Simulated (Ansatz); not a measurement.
## Relaxing Cu

The calculation used DFT PBEsol, scalar-relativistic, plane waves, PAW (Ansatz). (420 eV cutoff, 24×24×12 k-mesh, Gaussian smearing of 0.10 eV, no spin polarisation)

What was changed: biaxial strain in the a-b plane, c and atoms relaxed: +2.0 %.

Command:

```bash
ansatz run input.yaml --threads 1 --pin off --max-ram 2560MiB --backend cpu --events-out ev --progress --plain --runs-dir out
```

Input:

```yaml
crystal:
  lattice:
    - [2.5710028457, 0.0, 0.0]
    - [-1.2855014229, 2.2265537776, 0.0]
    - [0.0, 0.0, 4.0671249883]
  atoms:
    - { symbol: Cu, position: [0.3333333333, 0.6666666667, 0.25] }
    - { symbol: Cu, position: [0.6666666667, 0.3333333333, 0.75] }
basis:
  ecutwfc: 420
kpoints:
  mp_grid: { grid: [24, 24, 12] }
hamiltonian:
  xc: pbesol
scf:
  occupations: { method: gaussian, width: 0.1 }
output:
  forces: true
  stress: true
  eigenvalues: true
relax:
  adjacent_minimum: "off"
  f_tol: 0.008
  max_steps: 40
  cell: { stress_tol: 0.015, fix: [a, b, gamma] }
```

F is the free energy. Steps run on the plane waves of an earlier cell, but the last one, and at times one on the way, on a freshly chosen basis, so a repeated geometry can differ a little in energy. The held parts of the cell keep their stress, so P needn't end at zero.

Steps:

| step | F − F(1) (eV) | largest force component (eV/Å) | V (Å³/atom) | P (GPa) |
| --- | --- | --- | --- | --- |
| 1 | 0.0000 | 0.000 | 11.641 | -4.11 |
| 2 | 0.0000 | 0.000 | 11.642 | -4.13 |
| 3 | 0.0000 | 0.000 | 11.644 | -4.15 |
| 4 | 0.0000 | 0.000 | 11.644 | -4.15 |

Relaxed structure:

```
CELL_PARAMETERS angstrom
2.57100 0.00000 0.00000
-1.28550 2.22655 0.00000
0.00000 0.00000 4.06803
ATOMIC_POSITIONS crystal
Cu 0.33333 0.66667 0.25000
Cu 0.66667 0.33333 0.75000
```

The structure is hexagonal, space group P6_3/mmc (No. 194). The conventional cell has a = 2.571 Å, b = 2.571 Å, c = 4.068 Å, α = 90.00°, β = 90.00°, γ = 120.00°. Cu (site symmetry -6m2) is surrounded by 12 Cu at 2.52 to 2.57 Å.

The run converged. Time: 42 s on 1 thread of Intel(R) Xeon(R) Platinum 8259CL CPU @ 2.50GHz (Skylake/Cascade Lake), with other jobs on the host, peak memory 0.54 GiB.